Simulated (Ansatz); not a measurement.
Re (hcp, Mg type)

```yaml
crystal:
  lattice:
    - [2.77511, 0.00000, 0.00000]
    - [-1.38756, 2.40332, 0.00000]
    - [0.00000, 0.00000, 8.96599]
  atoms:
    - { symbol: Re, position: [0.33333, 0.66667, 0.37500] }
    - { symbol: Re, position: [0.33333, 0.66667, 0.87500] }
    - { symbol: Re, position: [0.66667, 0.33333, 0.12500] }
    - { symbol: Re, position: [0.66667, 0.33333, 0.62500] }
```

The atoms are displaced by Q × the pattern below (from a DFPT mode at A = (0.0, 0.0, 0.5), largest move 1; Q in Å), at fixed cell. It is one choice among 2 degenerate patterns. (q is in reciprocal vectors of the primitive cell; the cell shown is doubled to hold the pattern.)

```
atom      x      y       z
----  -----  -----  ------
Re3   0.000  0.000  -1.000
Re4   0.000  0.000   1.000
```

Atoms not listed stay in place.

Level of theory: PBE (plane waves to 420 eV, PAW, scalar-relativistic; Ansatz, an electronic-structure program). k mesh 19×19×6 (Γ-centred), Fermi-Dirac smearing 0.05 eV. The energy includes the smearing's −TS. Compression counts positive. With partly filled bands, energies and forces of such displacements shift with the k mesh and the smearing. Re is run without spin polarisation. Re was relaxed with its symmetry unable to fall. Spin-orbit coupling is left out, though Re is heavy. ΔE is measured from the undisplaced structure.

```tsv
Q (Å)	ΔE (meV/cell)	−dE/dQ from forces (eV/Å)	P (GPa)
-0.280	1541	11.664	15.3
-0.233	1050	9.412	10.6
-0.187	661	7.300	6.8
-0.140	367	5.326	3.8
-0.093	162	3.483	1.7
-0.047	40	1.726	0.4
0.000	0	0.000	0.0
0.047	40	-1.726	0.4
0.093	162	-3.483	1.7
0.140	367	-5.326	3.8
0.187	661	-7.300	6.8
0.233	1050	-9.412	10.6
0.280	1541	-11.664	15.3
```

What the scan shows:

```
Item                                                                                                                 Result
-----------------------------------------------------------  --------------------------------------------------------------
Energy at Q = 0.280 Å                                                                                         1541 meV/cell
Space group of the distorted cell                                                    P-6m2 (No. 187), lowered from P6_3/mmc
Symmetry of the curve                                                                         even: the same for both signs
Shape of the curve                                           a single well with its minimum at or next to zero displacement
Harmonic wavenumber from the curvature (finite differences)                                                        164 cm⁻¹
```

The 13 points together took roughly 6 core-minutes.

(A displaced cell: forces are minus the slopes of the energy, force constants its curvatures, and phonons follow from these.)
